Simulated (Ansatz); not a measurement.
**BePd: moving Be off its site**

BePd, Pm-3m, a = 2.813 Å (as given, not relaxed at this level: -3.0 GPa). The structure is a COD entry; whether it is the stable form wasn't checked. Ansatz: PBEsol, PAW, 420 eV, Γ-centred 16×16×16 mesh on 2 atoms, Gaussian smearing 0.15 eV; no spin polarisation.

```xyz
2
Lattice="2.8130 0.0000 0.0000 0.0000 2.8130 0.0000 0.0000 0.0000 2.8130" Properties=species:S:1:pos:R:3 pbc="T T T"
Be    0.0000    0.0000    0.0000
Pd    1.4065    1.4065    1.4065
```

Atom 1 (Be) moves by x along the unit vector (-1.000, 0.000, 0.000), with its periodic images; all else is held. y is the free energy of the cell over the start, F the force along the path summed over the moved atoms. Symmetry makes y even in x.

| x (Å) | y (meV) | F (eV/Å) |
| --- | --- | --- |
| -0.3000 | 185.8 | 1.24 |
| -0.1500 | 46.3 | 0.62 |
| 0.0000 | 0.0 | 0.00 |
| 0.0375 | 2.9 | -0.15 |
| 0.0750 | 11.6 | -0.31 |
| 0.1125 | ? | ? |
| 0.1875 | 72.4 | -0.77 |
| 0.2250 | 104.3 | -0.93 |
| 0.2625 | 142.1 | -1.09 |

Question: Fit y = c2 x² + c4 x⁴ to the energies of the other rows, give the force constant, and predict energy and force of the missing row.

Answer: Least squares on the rows shown. y = 2055.6 x² + 97.235 x⁴. The force constant is 2 c2 = 4.11 eV/Å², for the cell as given, at -3.0 GPa (for all images moving together, not for a lone atom). With two atoms in a cubic cell this is the optical mode at Γ (in a metal it hangs on mesh and smearing): ω = 521.5 √(2 c2/μ) = 367 cm⁻¹ for μ = 8.31 u. The force −dy/dx at the missing row is -0.46 eV/Å (computed -0.46). At x = 0.1125 the fit asked for gives 26.0 meV. The run gave 26.0 meV, the same to the digits shown.